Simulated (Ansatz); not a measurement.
According to PBE in the plane-wave PAW code Ansatz, SiGe in the trigonal phase (R-3m; Si on 6c, Ge on 6c) relaxes to a = 3.963 Å, c = 19.384 Å. Si has 4 nearest neighbours from 2.36 Å (tetrahedral); Ge has 4 nearest neighbours from 2.43 Å (tetrahedral). Against the elements it lies at 0.019 eV/atom, with no fitted shifts.

The Kohn–Sham gap is 0.38 eV (indirect). The valence maximum lies at Γ and the conduction minimum at F (3 equivalent valleys). Gap from PBE with spin–orbit coupling: 0.32 eV. The electron mass is 0.11, 0.16, 0.59 mₑ (principal values).

The bulk modulus is 73.6 GPa.

The start of the workflow was typed in or built on a structure type; neither database checked (COD, Materials Project) lists it. Whether it is the stable phase at ambient conditions was not checked. Symmetry was held in the PBE relaxation; whether a distortion lowers the energy is not shown. The references are the lowest solids computed at this level, not always the standard phases. Spin–orbit coupling is left out wherever it is not named.

Potentials: the earlier of the program's two PAW sets.
